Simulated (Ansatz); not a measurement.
The relaxed structure here is a generated cell of Co: the first start was made by placing the elements on the sites of a structure type, and the end was not matched to a known phase here, so it may be hypothetical. Known forms of Co include space group No. 194.

One starting cell of Co (a generated cell, Co built in the beta-W structure type) was relaxed twice with Ansatz (plane waves, PAW, scalar-relativistic): with PBEsol at 420 eV and with PBE at 420 eV. The PBEsol result:

```cif
data_Co8
_chemical_formula_sum 'Co8'
_space_group_name_H-M_alt 'P 1'
_space_group_IT_number 1
_cell_length_a 4.39674
_cell_length_b 4.39674
_cell_length_c 4.39674
_cell_angle_alpha 90.000
_cell_angle_beta 90.000
_cell_angle_gamma 90.000
loop_
_space_group_symop_operation_xyz
  'x, y, z'
loop_
_atom_site_label
_atom_site_type_symbol
_atom_site_fract_x
_atom_site_fract_y
_atom_site_fract_z
_atom_site_occupancy
Co1 Co 0.25000 0.00000 0.50000 1
Co2 Co 0.75000 0.00000 0.50000 1
Co3 Co 0.00000 0.50000 0.25000 1
Co4 Co 0.00000 0.50000 0.75000 1
Co5 Co 0.50000 0.25000 0.00000 1
Co6 Co 0.50000 0.75000 0.00000 1
Co7 Co 0.00000 0.00000 0.00000 1
Co8 Co 0.50000 0.50000 0.50000 1
```

```json
[
 {"quantity": "space group", "PBEsol": "Pm-3n", "PBE": "Pm-3n"},
 {"quantity": "volume (Å³/atom)", "PBEsol": "10.62", "PBE": "…"},
 {"quantity": "a (Å)", "PBEsol": "4.397", "PBE": "…"},
 {"quantity": "gap (eV, no spin-orbit coupling)", "PBEsol": "0.00", "PBE": "…"},
 {"quantity": "spin order", "PBEsol": "ferromagnetic", "PBE": "…"},
 {"quantity": "net moment (μB/atom)", "PBEsol": "1.66", "PBE": "…"}
]
```

What does PBE give for the same quantities?


- volume (Å³/atom), PBE: 11.13
- a (Å), PBE: 4.465
- gap (eV, no spin-orbit coupling), PBE: 0.00
- spin order, PBE: ferromagnetic
- net moment (μB/atom), PBE: 1.70

Both levels end in the same structure; PBE's volume is 4.8 % larger. Neither column is exact.

Spin states reached: ferromagnetic; spin orders were not searched systematically.

The run could not lose the symmetry of its start; a randomly shaken copy of 8 atoms returns to this structure.

All atoms sit on sites fixed by symmetry, so only the cell could relax.

Ansatz is a first-principles code.
